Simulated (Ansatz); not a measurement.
CsCuF4:
Space group I4/mcm (No. 140); a = b = 6.2018 Å, c = 12.2651 Å, α = β = γ = 90.00°

```tsv
atom	site	symmetry	x	y	z
Cs	4a	422	0.0000	0.0000	0.2500
Cu	4d	m.mm	0.0000	0.5000	0.0000
F	16l	..m	0.1415	0.3585	0.1005
```
(The calculation used a cell of 12 atoms; values per cell refer to that cell.)

Relaxed with r²SCAN.

Question: Which orbitals make up the states near the band edges in the program Ansatz at the r²SCAN level (PAW)?

Answer: Top 1 eV of the valence band: F 2p 60 %, Cu 3d 37 %. Bottom 1 eV of the conduction band: F 2p 51 %, Cu 3d 45 %. Projections are on Löwdin-orthogonalised atomic valence shells; empty p or d shells of many metals are not among them.

Question: Tabulate the density of states.

Answer: States/eV per cell of 12 atoms, in 0.25 eV bins, energy from the valence-band maximum.

```csv
E (eV),total,F 2p,Cu 3d,Cs 5p
-5.45,0.00,0.00,0.00,0.00
-5.20,7.43,2.70,1.36,3.24
-4.95,15.83,6.20,3.42,5.79
-4.70,10.16,3.71,1.46,4.70
-4.45,15.46,3.86,1.02,10.30
-4.20,28.62,9.65,9.15,9.31
-3.95,12.97,3.99,2.98,5.59
-3.70,5.27,2.00,0.81,2.16
-3.45,0.24,0.08,0.03,0.11
-3.20,0.00,0.00,0.00,0.00
-2.95,18.92,10.62,7.69,0.44
-2.70,29.98,18.89,8.92,1.83
-2.45,15.09,12.24,1.11,1.46
-2.20,1.06,0.96,0.02,0.03
-1.95,12.59,11.17,0.22,0.86
-1.70,2.36,2.00,0.04,0.27
-1.45,0.20,0.19,0.00,0.00
-1.20,38.71,35.63,1.95,0.52
-0.95,10.22,8.80,0.85,0.45
-0.70,14.88,4.94,9.08,0.03
-0.45,32.00,23.97,7.52,0.11
-0.20,21.46,11.98,8.97,0.20
0.05,10.54,6.05,4.14,0.23
0.30,0.00,0.00,0.00,0.00
0.55,0.00,0.00,0.00,0.00
0.80,0.00,0.00,0.00,0.00
1.05,0.00,0.00,0.00,0.00
1.30,0.00,0.00,0.00,0.00
1.55,0.00,0.00,0.00,0.00
1.80,0.00,0.00,0.00,0.00
2.05,11.28,5.75,5.10,0.05
2.30,4.72,2.44,2.10,0.04
2.55,0.00,0.00,0.00,0.00
2.80,0.00,0.00,0.00,0.00
3.05,0.00,0.00,0.00,0.00
3.30,0.00,0.00,0.00,0.00
3.55,0.00,0.00,0.00,0.00
3.80,0.00,0.00,0.00,0.00
4.05,0.00,0.00,0.00,0.00
4.30,0.00,0.00,0.00,0.00
4.55,0.00,0.00,0.00,0.00
4.80,0.00,0.00,0.00,0.00
5.05,0.00,0.00,0.00,0.00
5.30,0.00,0.00,0.00,0.00
5.55,0.00,0.00,0.00,0.00
5.80,0.00,0.00,0.00,0.00
6.05,0.00,0.00,0.00,0.00
6.30,0.00,0.00,0.00,0.00
6.55,0.00,0.00,0.00,0.00
6.80,0.00,0.00,0.00,0.00
```

The workflow started from a Materials Project entry (that database holds measured and hypothetical structures alike); the Crystallography Open Database copy checked does not list it. Its standing as an ambient phase is unchecked. The r²SCAN relaxation kept the symmetry of its start; whether a distortion lowers the energy is not shown. No spin polarisation was allowed. No Hubbard U is applied. Spin–orbit coupling is left out wherever it is not named.

Potentials: the later of the program's two PAW sets.
